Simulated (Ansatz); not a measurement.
# Cu3Pd: sound and stiffness along [100], [110] and [111]

Level of theory: DFT PBEsol, scalar-relativistic, plane waves, PAW (Ansatz). Plane waves to 420 eV; Γ-centred k mesh 12×12×12; Fermi-Dirac smearing of 0.15 eV. No spin polarisation.

Equilibrium structure at this level:
```
Cu Pd
1.0
     3.65500    0.00000    0.00000
     0.00000    3.65500    0.00000
     0.00000    0.00000    3.65485
Cu Pd
3 1
Direct
  0.00000 0.50000 0.50000
  0.50000 0.00000 0.50000
  0.50000 0.50000 0.00000
  0.00000 0.00000 0.00000
```

In a metal, frequencies and elastic constants depend on the k mesh and the smearing, soft modes and shear constants most.

With ions relaxed, on the cubic axes: C11 = 220.9, C12 = 155.2, C44 = 91.0 GPa. The density is 10.103 g/cm³.

**Question.** Is the crystal stable against strain, and how anisotropic is it?

**Answer.** Born's conditions hold: C11 + 2C12 = 531.2, C11 − C12 = 65.8 and C44 = 91.0 GPa are all positive. B = (C11 + 2C12)/3 = 177.1 GPa. The two shear moduli are C44 and C′ = (C11 − C12)/2 = 32.9 GPa, so Zener's ratio is A = C44/C′ = 2.77: the tetragonal shear C′ is the soft one, as in many fcc and bcc metals and zincblende crystals. The Cauchy pressure C12 − C44 is 64.2 GPa; it would vanish for pair forces between atoms on inversion centres at zero pressure, and a positive value is usual with metallic or many-body binding, and where atoms off inversion centres relax under shear, which lowers C44.

**Question.** Give the sound speeds along the three symmetry directions.

**Answer.** The Christoffel equation gives ρv² for each branch:
```tsv
direction	branch	ρv²	GPa	v (m/s)
[100]	L	C11	220.9	4676
[100]	T (×2)	C44	91.0	3001
[110]	L	(C11 + C12 + 2C44)/2	279.0	5255
[110]	T, u ∥ [001]	C44	91.0	3001
[110]	T, u ∥ [1-10]	(C11 − C12)/2	32.9	1804
[111]	L	(C11 + 2C12 + 4C44)/3	298.4	5434
[111]	T (×2)	(C11 − C12 + C44)/3	52.2	2274
```

**Question.** How does Young's modulus depend on direction?

**Answer.** Inverting gives S11 = 10.762, S12 = -4.440, S44 = 10.994 TPa⁻¹. Along a unit vector (l, m, n), 1/E = S11 − 2(S11 − S12 − S44/2)(l²m² + m²n² + n²l²), where the last bracket is 0, 1/4 and 1/3 for [100], [110] and [111]: E = 93, 169 and 233 GPa. With A > 1 the body diagonal is stiffest. For a film on (001), the biaxial modulus is C11 + C12 − 2C12²/C11 = 158 GPa and the normal strain is −2C12/C11 = -1.40 times the in-plane one.

Cost: 2 runs of about 17 core-minutes in all, on Arm Neoverse V2 (shared hosts).